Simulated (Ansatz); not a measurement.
This cell of LiF (rock salt) is off equilibrium:

```xyz
2
Lattice="0.0000 2.0039 2.0039 2.0039 0.0000 2.0039 2.0039 2.0039 0.0000" Properties=species:S:1:pos:R:3 pbc="T T T"
F     -0.1414    -0.1414     0.0000
Li     2.0039     2.0039     2.0039
```

Calculation: PBEsol (plane waves to 420 eV, PAW, scalar-relativistic; Ansatz, a program for electronic structure). k mesh 11×11×11 (Γ-centred), Fermi-Dirac smearing 0.05 eV. The energy includes the smearing's −TS. Stress and pressure are positive under compression. LiF was relaxed with its symmetry unable to fall.

### Question
Predict the force on every atom, in eV/Å.

### Answer
| atom | Fx | Fy | Fz |
|---|---|---|---|
| F1 | 0.261 | 0.261 | 0.000 |
| Li2 | -0.261 | -0.261 | 0.000 |

### Question
Give the stress tensor in GPa and the pressure.

### Answer
```
   2.69    -0.43     0.00
  -0.43     2.69     0.00
   0.00     0.00    -0.36
```
The pressure, a third of the trace, is 1.67 GPa.

### Question
In it atom 1 sits (-0.141, -0.141, 0.000) Å away from its relaxed site. What is its energy relative to the relaxed cell?

### Answer
35.3 meV/cell.

(A displaced cell: forces are minus the slopes of the energy, force constants its curvatures, and phonons follow from these.)
